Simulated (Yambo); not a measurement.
G0W0@LDA for N (space group P2_13, No. 198) in Yambo. Reference settings: 2×2×2 Γ-centred k mesh, 269 bands and a 7 Ry block in the screening, 269 bands in G with the Bruneval-Gonze terminator, plasmon pole fitted at 27.2 eV. The LDA gap X → Γ on this mesh is 7.29 eV; G0W0 gaps are taken between the same points.

```csv
change from the reference,G0W0 gap X → Γ (eV),shift of the valence edge (eV)
reference settings,13.84,-3.08
pole fitted at 10 eV,13.67,-2.91
"168 bands in W, 168 bands in G",13.86,-3.02
"93 bands in W, 93 bands in G",…,-2.93
no terminator,13.86,-2.91
6 Ry block,13.83,-3.03
"168 bands in G, no terminator",13.89,-2.79
2 Ry block,…,-3.12
```

### Question
Estimate the withheld gaps from the other rows; the computed values follow.

### Answer

- 93 bands in W, 93 bands in G, G0W0 gap X → Γ (eV): 13.94
- 2 Ry block, G0W0 gap X → Γ (eV): 14.09

The reference isn't shown to be the converged limit.

Geometry of the Materials Project entry, not relaxed at this level; primitive cell a = 5.8151 Å, b = 5.8151 Å, c = 5.8151 Å, α = 90.00°, β = 90.00°, γ = 90.00°.

A shift is the quasiparticle energy of the state minus its LDA energy.
